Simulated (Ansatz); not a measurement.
Given:

BePd (CsCl type)

```
CELL_PARAMETERS angstrom
      5.54527     0.00000     0.00000
      2.77263     2.77263     0.00000
      0.00000     0.00000     2.77263
ATOMIC_POSITIONS crystal
  Be 0.00000 0.00000 0.00000
  Be 0.50000 0.00000 0.00000
  Pd 0.00000 0.50000 0.50000
  Pd 0.50000 0.50000 0.50000
```

A phonon eigenvector at M = (0.5, 0.5, 0.0) is frozen into this cell: atom i moves by Q times the vector below, so Q is the largest atomic displacement, in Å. The cell is held. (q is in reciprocal vectors of the primitive cell; the cell shown is doubled to hold the pattern.)

| atom | x | y | z |
|---|---|---|---|
| Pd3 | 0.000 | 0.000 | -1.000 |
| Pd4 | 0.000 | 0.000 | 1.000 |

Atoms not listed stay in place.

Level of theory: LDA (plane waves to 420 eV, PAW, scalar-relativistic; Ansatz, an electronic-structure program). k mesh 17×17×17 (Γ-centred), Fermi-Dirac smearing 0.05 eV. The energy includes the smearing's −TS. With partly filled bands, energies and forces of such displacements shift with the k mesh and the smearing. BePd is run without spin polarisation. BePd was relaxed with its symmetry unable to fall. ΔE is measured from the undisplaced structure.

The scan covers Q from -0.100 to 0.100 Å in 13 points.

### Question
Which space group does the distorted structure have?

### Answer
P4/nmm (No. 129), lowered from Pm-3m.

### Question
Is this a single well or a double well?

### Answer
A single well with its minimum at or next to zero displacement.

### Question
What is the energy change at Q = 0.100 Å?

### Answer
49.6 meV/cell.

### Question
What harmonic wavenumber does the curvature at Q = 0 give?

### Answer
113 cm⁻¹.

(For displaced atoms, the force is minus the slope of the energy, and its curvature is a force constant, which sets phonon frequencies.)
